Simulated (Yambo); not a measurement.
Yambo run on WO₃ (space group P2_1/m, No. 11, within 0.06 Å of Cmcm). The wavefunctions are PBEsol (pw.x of Quantum ESPRESSO, ONCV potentials, without SOC) ones on a 4×2×4 mesh (32 occupied bands); a = 3.872 Å, b = 7.480 Å, c = 3.874 Å, α = γ = 90.00°, β = 90.35°.

Yambo input:

```
rim_cut
HF_and_locXC
RandQpts= 1000000
RandGvec= 1 Ry
EXXRLvcs= 84 Ry
VXCRLvcs= 336 Ry
% QPkrange
 1 | 1 | 32 | 33 |
 3 | 3 | 32 | 33 |
 6 | 6 | 32 | 33 |
 15 | 15 | 32 | 33 |
 17 | 17 | 32 | 33 |
 18 | 18 | 32 | 33 |
 20 | 20 | 32 | 33 |
%
```

k points by index: 1 = Γ, 3 = (0, 0, -0.5), 6 = (0, -0.5, -0.5), 15 = (-0.5, 0, 0), 17 = (-0.5, 0, -0.5), 18 = (-0.5, -0.5, 0), 20 = (-0.5, -0.5, -0.5).

The o-*.hf file then holds:

```
#    K-point    Band    Eo [eV]    Ehf [eV]    Vxc [eV]    Vnlxc [eV]
#
    1    32    -1.037635    -6.025275    -19.90144    -24.88908
    1    33    1.345338    6.356301    -16.73090    -11.71994
    3    32    -0.012583    -4.948266    -20.30231    -25.23799
    3    33    1.417543    6.327432    -16.84821    -11.93832
    6    32    -0.508169    -5.553641    -19.74265    -24.78812
    6    33    3.237068    8.272325    -18.40493    -13.36968
    15    32    -0.009785    -4.946601    -20.30368    -25.24049
    15    33    1.434464    6.345601    -16.85955    -11.94841
    17    32    0.000000    -4.952754    -20.32769    -25.28044
    17    33    3.971096    9.477483    -18.81650    -13.31011
    18    32    -0.508005    -5.553995    -19.73988    -24.78587
    18    33    3.252674    8.294831    -18.41066    -13.36850
    20    32    -0.182508    -5.168285    -20.22108    -25.20685
    20    33    4.647550    10.74449    -18.57374    -12.47680
```
Exchange alone, without screening.

Geometry of the Materials Project entry, not relaxed at this level.

The structure is a Materials Project entry; no match was found in the copy of COD used, and its stability was not checked.
